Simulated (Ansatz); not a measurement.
CoSi in space group I4_1/amd (No. 141; Co on 4b, Si on 4a) at seven volumes, PBE in the plane-wave PAW code Ansatz, shape and atoms relaxed at each. One row is withheld.

```tsv
V (Å³/atom)	P (GPa)
9.862	?
10.187	15.45
10.512	7.08
10.837	0.02
11.162	-5.92
11.487	-10.91
11.812	-15.06
```

**Question.** Fit the shown pressures and predict the withheld one.

**Answer.** P = (3/2)B₀(x^(7/2) − x^(5/2))[1 + (3/4)(B′ − 4)(x − 1)] with x = (V₀/V)^(2/3). Least squares on the six rows gives V₀ = 10.838 Å³/atom, B₀ = 215 GPa, B′ = 4.80. At V = 9.862, x = 1.0649 and P = 25.46 GPa. The run itself gave 25.38 GPa.

The cell is a constructed one: a structure type filled with these elements; neither database checked (COD, Materials Project) lists it. COD files the formula under space group No. 198, so this cell is another polymorph or a model. Its standing as an ambient phase is unchecked. The cell was relaxed with PBE under the symmetry of its start; its stability against distortions is not shown here. The workflow began spin-polarised and lost its moments.

Potentials: the later of the program's two PAW sets.
